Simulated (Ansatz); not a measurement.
AlN (wurtzite)

```
AlN
1.0
    3.13030     0.00000     0.00000
   -1.56515     2.71092     0.00000
    0.00000     0.00000     5.01801
Al N
2 2
Direct
  0.66667   0.33333   0.00337
  0.33333   0.66667   0.50337
  0.66667   0.33333   0.62183
  0.33333   0.66667   0.12183
```

Scan: atom 1 (Al, nearest neighbour N at 1.903 Å; its periodic images, 3.1 Å or more away, move with it) is displaced along Cartesian z, direction (0.000, 0.000, 1.000) in Cartesian axes, by s. The other atoms stay.

All values below come from PBE (plane waves to 420 eV, PAW, scalar-relativistic; Ansatz, a program for electronic structure). k mesh 10×10×6 (Γ-centred), Fermi-Dirac smearing 0.05 eV. Energies are smeared free energies. AlN was relaxed with its symmetry unable to fall. ΔE is measured from the undisplaced structure.

```
s (Å)   ΔE (meV/cell)
------  -------------
-0.190            467
-0.152            284
-0.114            152
-0.076       withheld
-0.038             15
0.000               0
0.038              14
0.076              53
0.114             113
0.152             191
0.190             284
```

Problem. Fit a polynomial form (powers 2, 3, 4) to the given rows and predict ΔE at s = -0.076.

Solution. Least squares on the 10 given rows: ΔE = (10080)·s² + (-13310)·s³ + (8952)·s⁴, in meV/cell with s in Å; root-mean-square residual 0.2 meV/cell. At -0.076 the fit gives 64 meV/cell; the calculation gives 64 meV/cell, the same to the digits shown. The quadratic term alone would give 58 meV/cell.

(For displaced atoms, the force is minus the slope of the energy, and its curvature is a force constant, which sets phonon frequencies.)
